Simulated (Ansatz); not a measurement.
A distorted cell of Tl (hcp, Mg type):

```yaml
crystal:
  lattice:
    - [7.04140, 0.00000, 0.00000]
    - [-1.76035, 3.04902, 0.00000]
    - [0.00000, 0.00000, 5.60254]
  atoms:
    - { symbol: Tl, position: [0.20785, 0.72696, 0.65719] }
    - { symbol: Tl, position: [0.66667, 0.66667, 0.75000] }
    - { symbol: Tl, position: [0.33333, 0.33333, 0.25000] }
    - { symbol: Tl, position: [0.83333, 0.33333, 0.25000] }
```

These are r2SCAN (plane waves to 500 eV, PAW, scalar-relativistic; Ansatz, a first-principles code) values and carry that method's errors. k mesh 6×12×7 (Γ-centred), Fermi-Dirac smearing 0.05 eV. E stands for the smeared free energy. Stress and pressure are positive under compression. With partly filled bands, energies and forces of such displacements shift with the k mesh and the smearing. Spin-orbit coupling is left out, though Tl is heavy. The PAW data are Ansatz's earlier set. Tl was relaxed with its symmetry unable to fall.

Question: What forces act on the atoms (eV/Å, Cartesian)?

Answer: 
| atom | Fx | Fy | Fz |
|---|---|---|---|
| Tl1 | -0.376 | -0.352 | 1.349 |
| Tl2 | 0.265 | 0.179 | 0.200 |
| Tl3 | 0.240 | 0.256 | -1.267 |
| Tl4 | -0.129 | -0.083 | -0.282 |

Question: In it atom 1 sits (0.184, 0.184, -0.520) Å away from its relaxed site. What is its energy relative to the relaxed cell?

Answer: 373 meV/cell.

(A displaced cell: forces are minus the slopes of the energy, force constants its curvatures, and phonons follow from these.)
